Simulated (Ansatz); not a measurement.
ScAlN₂, first-principles data

ScAlN2:
```
CELL_PARAMETERS angstrom
      3.32270     0.00000     0.00000
     -1.66135     2.87754     0.00000
      0.00000     0.00000     5.16885
ATOMIC_POSITIONS crystal
  Sc 0.33333 0.66667 0.99077
  N  0.33333 0.66667 0.40830
  Al 0.66667 0.33333 0.50402
  N  0.66667 0.33333 0.86691
```

Space group P3m1 (No. 156); conventional cell a = 3.3227 Å, b = 3.3227 Å, c = 5.1689 Å, α = 90.00°, β = 90.00°, γ = 120.00°.

Method: r²SCAN (plane waves, PAW; program Ansatz). The cell and atoms are relaxed at this level. Other levels are named where they apply.

### Cell and energy

```
Item                                                          Result
-----------------------------------------------------  -------------
Volume per atom                                             12.36 Å³
Density                                                   3.36 g/cm³
Formation energy from the elements (no fitted shifts)  -1.65 eV/atom
```

### Electronic structure

```
Property                                                     Value
----------------------------  ------------------------------------
Band gap                                          3.60 eV (direct)
Valence-band maximum                                          at H
Conduction-band minimum                at H (2 equivalent valleys)
Electron effective mass       0.54, 0.54, 14 mₑ (principal values)
Hole effective mass             3.5, 3.5, 15 mₑ (principal values)
HSE06 gap on the r²SCAN cell                               4.46 eV
```

### Mechanics

```
Property                                                                                                                              Result
-----------------------------------------------------------  -------------------------------------------------------------------------------
Elastic constants (relaxed ions, GPa)                                     C11 = 279, C12 = 122, C13 = 131, C14 = -3.7, C33 = 207, C44 = 73.5
Mechanical stability                                                                                  stable (all eigenvalues of C positive)
Hill bulk and shear moduli                                                                                                  169 and 69.3 GPa
Young's modulus                                                                                                                      183 GPa
Poisson's ratio                                                                                                                         0.32
Debye temperature from the elastic constants                                                                                           655 K
Piezoelectric stress constants (proper, relaxed ions, C/m²)  e15 = e24 = -0.30, e16 = e21 = -0.28, e22 = 0.28, e31 = e32 = -0.55, e33 = 1.83
```

### Charges

```
Property                                        Value
-------------  --------------------------------------
Bader charges  Sc +1.87, N -2.33 to -1.99, Al +2.46 e
```

The start of the workflow was typed in or built on a structure type; neither database checked (COD, Materials Project) lists it. Whether it is the stable phase at ambient conditions was not checked. The r²SCAN relaxation kept the symmetry of its start; whether a distortion lowers the energy is not shown. No spin polarisation was allowed. Signs of piezoelectric constants follow the polarity of the cell as given. The references are the lowest solids computed at this level, not always the standard phases (solids in place of the gases).

Potentials: the earlier of the program's two PAW sets.
